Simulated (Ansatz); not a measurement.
ZnCdS2:
Space group P-4m2 (No. 115); a = b = 3.9278 Å, c = 5.6534 Å, α = β = γ = 90.00°

```tsv
atom	site	symmetry	x	y	z
Zn	1d	-4m2	0.0000	0.0000	0.5000
Cd	1b	-4m2	0.5000	0.5000	0.0000
S	2g	2mm.	0.5000	0.0000	0.2754
```

Relaxed with PBEsol.

Give the optical modes at the zone centre with their infrared activity from DFPT, PBEsol (plane waves, PAW; program Ansatz).

Transverse frequencies, without the LO–TO term; a row sums one degenerate level.

| ω (cm⁻¹) | degeneracy | IR ((D/Å)²/amu) | activity | symmetry |
|---|---|---|---|---|
| 68 | 2 | 0.03 | IR | E |
| 179 | 1 | 0.11 | IR | B2 |
| 249 | 2 | 15.77 | IR | E |
| 260 | 1 | 8.26 | IR | B2 |
| 291 | 2 | 1.35 | IR | E |
| 305 | 1 | 0.00 | IR-inactive | A1 |

How high does the top mode go among those that the LO–TO term moves?

315 cm⁻¹ for q along x, 315 cm⁻¹ for q along y, 316 cm⁻¹ for q along z.

The workflow started from a Materials Project entry (that database holds measured and hypothetical structures alike); the Crystallography Open Database copy checked does not list it. Whether it is the stable phase at ambient conditions was not checked. The PBEsol relaxation kept the symmetry of its start; of distortions, only those at the zone centre were tested.

Potentials: the later of the program's two PAW sets.
